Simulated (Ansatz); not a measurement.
One crystal and one scan (generalised stacking-fault energy along a line) at two levels, r2SCAN (plane waves to 500 eV, PAW, scalar-relativistic; Ansatz, a first-principles code) and PBE (plane waves to 420 eV, PAW, scalar-relativistic; Ansatz), each from its own relaxed cell and on its own mesh. The cell shown is that of r2SCAN.

NaCl (rock salt) is sheared across one {100} plane: the third cell vector gains the shift, so faults repeat every 8.4 Å. The cut lies between planes 2.80 Å apart; the cell height is held.

```
NaCl
1.0
    3.96526     0.00000     0.00000
    0.00000     3.96526     0.00000
    1.98263     1.98263     8.41158
Cl Na
3 3
Direct
  0.00000   0.00000   0.83333
  0.33333   0.33333   0.16667
  0.66667   0.66667   0.50000
  0.50000   0.50000   0.83333
  0.83333   0.83333   0.16667
  0.16667   0.16667   0.50000
```

In-plane vectors a = (3.965, 0.000) Å, b = (0.000, 3.965) Å, area 15.72 Å². The shift is s times the vector a + b (length 5.608 Å), so s = 1 restores the start. Atoms relax along the normal only. γ = [E(shift) − E(0)] / area.

Energies are extrapolated to zero smearing. NaCl was relaxed with its symmetry unable to fall. Faults lie only 8.4 Å apart, and holding the cell height raises γ above its relaxed value. Faults lie only 8.5 Å apart, and holding the cell height raises γ above its relaxed value. Percentages come from the unrounded values. Both scans cover s from 0.000 to 0.917.

Results of r2SCAN:

- Lattice constant a (Å): 5.608
- Highest computed γ on the line (mJ/m²): 843
- Steepest slope dγ/d(shift) before the first maximum (spline) (GPa): 5.1
- Position of the highest point: s = 0.500
- Local minima between the ends: no computed point is one

Q: What does PBE give for the same quantities?

A: 
```tsv
quantity	PBE	r2SCAN − PBE
Lattice constant a (Å)	5.696	-0.088 (-1.5 %)
Highest computed γ on the line (mJ/m²)	715	+128 (+18 %)
Steepest slope dγ/d(shift) before the first maximum (spline) (GPa)	4.2	+0.9 (+21 %)
```

r2SCAN gives the higher value for: highest computed γ on the line; steepest slope dγ/d(shift) before the first maximum. r2SCAN gives the lower value for: lattice constant a. Both give the same position of the highest point: s = 0.500.

(The slope of γ gives the shear force per area between the displaced halves; near zero shift its curvature is an elastic stiffness.)
